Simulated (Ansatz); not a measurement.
TiC (rock salt, Fm-3m) at seven volumes, DFT-LDA in the program Ansatz with PAW potentials, scaled uniformly. One row is withheld.

```json
[
 {"V (Å³/atom)": "8.799", "P (GPa)": "32.07"},
 {"V (Å³/atom)": "9.089", "P (GPa)": "19.72"},
 {"V (Å³/atom)": "9.379", "P (GPa)": "9.11"},
 {"V (Å³/atom)": "9.669", "P (GPa)": "-0.01"},
 {"V (Å³/atom)": "9.959", "P (GPa)": "?"},
 {"V (Å³/atom)": "10.249", "P (GPa)": "-14.62"},
 {"V (Å³/atom)": "10.539", "P (GPa)": "-20.44"}
]
```

Question: Fit the shown pressures and predict the withheld one.

Answer: P = (3/2)B₀(x^(7/2) − x^(5/2))[1 + (3/4)(B′ − 4)(x − 1)] with x = (V₀/V)^(2/3). Least squares on the six rows gives V₀ = 9.669 Å³/atom, B₀ = 282 GPa, B′ = 4.00. At V = 9.959, x = 0.9805 and P = -7.86 GPa. The run itself gave -7.87 GPa.

Symmetry was held in the LDA relaxation; of distortions, only those at the zone centre were tested. No spin polarisation was allowed.

Potentials: the later of the program's two PAW sets.
